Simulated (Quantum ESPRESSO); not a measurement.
Al3MgP3S, convergence and cost over cutoff and k mesh

Simulated, not a measurement. The program is pw.x of Quantum ESPRESSO 7.5 (plane-wave density functional theory). The cell is made up: 8 atoms on a zincblende/diamond lattice, with randomly drawn elements, strain and displacements, not relaxed. PseudoDojo standard norm-conserving files (v0.5 for PBE, v0.4.1 for LDA and PBEsol) set the functional; there is no spin polarisation, spin-orbit coupling or dispersion term, and the masses in the input are unused placeholders.

Input of the run in row 4:

```
&control calculation='scf', pseudo_dir='./dojo.nc.sr.pbe.v0_5.standard.upf', outdir='./o', disk_io='medium', tprnfor=.true., tstress=.true. /
&system ibrav=0, nat=8, ntyp=4, nbnd=26, ecutwfc=84.00895049, nosym=.true., tot_charge=0,
 occupations='smearing', smearing='fd', degauss=0.0018374661
/
&electrons conv_thr=7.350e-09, electron_maxstep=60, /
ATOMIC_SPECIES
Al 1.0 Al.upf
Mg 1.0 Mg.upf
P 1.0 P.upf
S 1.0 S.upf
CELL_PARAMETERS angstrom
5.429 0.0376 -0.0601
0.0376 5.4553 -0.0033
-0.0601 -0.0033 5.4471
ATOMIC_POSITIONS angstrom
Al 0.1188 -0.0584 0.0072
Mg 0.0192 2.6488 2.7303
Al 2.7975 0.024 2.7239
Al 2.7432 2.7946 -0.074
P 1.3543 1.3787 1.2773
S 1.309 4.1238 4.04
P 3.9996 1.5247 3.961
P 3.978 4.088 1.3503
K_POINTS automatic
4 4 4 1 1 1
```

The same cell was run at these settings. Meshes are shifted by half a step, and differences are from the last row, which is itself not exact.

| cutoff (eV) | k mesh | k points solved | threshold (eV) | free energy less the last row's (eV) | pressure (GPa) | largest stress difference (GPa) | largest force difference (eV/Å) | iterations | wall time (s) | k-point pools | processor |
| --- | --- | --- | --- | --- | --- | --- | --- | --- | --- | --- | --- |
| 800 | 2 x 2 x 2 | 4 | 1e-04 | 0.994 | 0.74 | 5.22 | 0.047 | 7 | 28 | 1 | AMD EPYC, Zen 5 class |
| 1143 | 2 x 2 x 2 | 4 | 1e-07 | 0.289 | 6.35 | 0.41 | 0.047 | 10 | 65 | 1 | AMD EPYC, Zen 5 class |
| 649 | 4 x 4 x 4 | 32 | 1e-07 | 5.256 | -20.17 | 26.14 | 0.030 | 10 | 119 | 1 | AMD EPYC, Zen 5 class |
| 1143 | 4 x 4 x 4 | 32 | 1e-07 | 0.004 | 5.95 | 0.00 | 0.006 | 10 | 281 | 1 | AMD EPYC, Zen 5 class |
| 1437 | 6 x 6 x 6 | 108 | 1e-07 | 0.000 | 5.94 | 0.00 | 0.000 | 10 | 1550 | 1 | AMD EPYC, Zen 5 class |

Each pool is one process. Wall times include start-up and a band step at six k points, which weighs most on the coarsest meshes. The runs were on shared virtual cores whose load varied, so times are rough.